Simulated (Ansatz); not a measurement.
TiS:
```cif
data_S2Ti2
_chemical_formula_sum 'Ti2 S2'
_space_group_name_H-M_alt 'P63/mmc'
_space_group_IT_number 194
_space_group_name_Hall '-P 6c 2c'
_cell_length_a 3.29346
_cell_length_b 3.29346
_cell_length_c 6.24841
_cell_angle_alpha 90.000
_cell_angle_beta 90.000
_cell_angle_gamma 120.000
loop_
_atom_site_label
_atom_site_type_symbol
_atom_site_symmetry_multiplicity
_atom_site_Wyckoff_symbol
_atom_site_fract_x
_atom_site_fract_y
_atom_site_fract_z
_atom_site_occupancy
Ti1 Ti 2 c 0.33333 0.66667 0.25000 1
S1 S 2 a 0.00000 0.00000 0.00000 1
```

Relaxed with PBEsol.

Which orbitals make up the states near the Fermi level in PBEsol (plane waves, PAW; program Ansatz)?

Within 0.5 eV of the Fermi level: Ti 3d 90 %. Projections are on Löwdin-orthogonalised atomic valence shells; empty p or d shells of many metals are not among them.

Tabulate the density of states.

States/eV per cell of 4 atoms, in 0.25 eV bins, energy from the Fermi level.

```
E (eV)  total  Ti 3d  S 3p  Ti 4s
------  -----  -----  ----  -----
-7.85    0.82   0.10  0.55   0.13
-7.60    1.36   0.17  0.94   0.18
-7.35    2.20   0.30  1.55   0.25
-7.10    2.53   0.38  1.82   0.22
-6.85    4.03   0.63  3.04   0.19
-6.60    3.03   0.53  2.24   0.12
-6.35    2.30   0.44  1.68   0.08
-6.10    2.11   0.42  1.52   0.07
-5.85    2.37   0.48  1.73   0.06
-5.60    2.47   0.55  1.78   0.05
-5.35    2.47   0.59  1.74   0.05
-5.10    2.52   0.64  1.77   0.04
-4.85    2.82   0.74  1.96   0.03
-4.60    2.90   0.75  2.04   0.03
-4.35    2.91   0.73  2.09   0.02
-4.10    3.28   0.80  2.39   0.02
-3.85    4.22   1.07  3.07   0.01
-3.60    1.94   0.51  1.39   0.01
-3.35    0.93   0.22  0.70   0.00
-3.10    0.35   0.07  0.28   0.00
-2.85    0.03   0.00  0.03   0.00
-2.60    0.03   0.02  0.00   0.00
-2.35    0.21   0.16  0.02   0.00
-2.10    0.43   0.33  0.04   0.01
-1.85    0.81   0.63  0.08   0.03
-1.60    1.47   1.17  0.12   0.05
-1.35    1.56   1.25  0.14   0.05
-1.10    1.81   1.48  0.15   0.06
-0.85    2.09   1.74  0.15   0.06
-0.60    2.86   2.47  0.17   0.07
-0.35    2.40   2.11  0.11   0.05
-0.10    2.65   2.39  0.10   0.03
0.15     3.25   2.99  0.09   0.02
0.40     4.44   3.95  0.16   0.09
0.65     6.77   5.74  0.33   0.30
0.90     4.86   4.08  0.30   0.16
1.15     4.49   3.72  0.30   0.11
1.40     6.10   5.08  0.39   0.14
1.65     5.54   4.46  0.50   0.10
```

Space group P6_3/mmc (NiAs type). The workflow started from an entry of the Crystallography Open Database (COD), which files this formula under 2 space groups. Its standing as an ambient phase is unchecked. The PBEsol relaxation kept the symmetry of its start; its stability against distortions is not shown here. The run is not spin-polarised.

Potentials: the later of the program's two PAW sets.
